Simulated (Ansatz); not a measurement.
Relaxed-ion elastic tensor of NbSi₂ in space group P6_222 (No. 180; Nb on 3d, Si on 6j) in GPa (Voigt order), DFT-r²SCAN in the program Ansatz with PAW potentials; density 5.67 g/cm³, 14.56 Å³ per atom.

```
      1     2     3    4    5    6
-  ----  ----  ----  ---  ---  ---
1   367  66.3  83.3  0.0  0.0  0.0
2  66.3   367  83.3  0.0  0.0  0.0
3  83.3  83.3   464  0.0  0.0  0.0
4   0.0   0.0   0.0  145  0.0  0.0
5   0.0   0.0   0.0  0.0  145  0.0
6   0.0   0.0   0.0  0.0  0.0  150
```

Question: Is the crystal mechanically stable?

Answer: Yes: the smallest eigenvalue of C is 145 GPa.

Question: Work out the Voigt, Reuss and Hill averages.

Answer: K_V = 185, K_R = 182, K_H = 183; G_V = 152, G_R = 151, G_H = 152 GPa.

Question: Give Young's modulus, Poisson's ratio, Pugh's ratio and the universal anisotropy index.

Answer: E = 9KG/(3K + G) = 357 GPa; ν = 0.18; K/G = 1.21 (brittle by the Pugh limit of 1.75); A_U = 5G_V/G_R + K_V/K_R − 6 = 0.05.

Question: Estimate the sound speeds and the Debye temperature.

Answer: v_l = √((K + 4G/3)/ρ) = 8250 m/s, v_t = √(G/ρ) = 5170 m/s, mean 5700 m/s; Θ = (h/k)(3n/4πV)^(1/3) v_m = 695 K.

Question: Solve the Christoffel equation for the three sound speeds along x, y, z.

Answer: Eigenvalues of C_ijkl n_j n_l equal ρv². In km/s, slowest first: x 5.05, 5.15, 8.04; y 5.05, 5.15, 8.04; z 5.05, 5.05, 9.05.

Question: How much does each axis shrink under pressure?

Answer: Linear compressibilities β_i = Σ_j S_ij (j = 1 to 3): x 2.0, y 2.0, z 1.4 per TPa.

Symmetry was held in the r²SCAN relaxation. No spin polarisation was allowed. As this level gives no gap, shear constants depend on the k-mesh and smearing (Fermi–Dirac, 0.1 eV here). On the denser mesh and wider smearing of the elastic run this cell carries a stress of 0.4 GPa.

Potentials: the later of the program's two PAW sets.
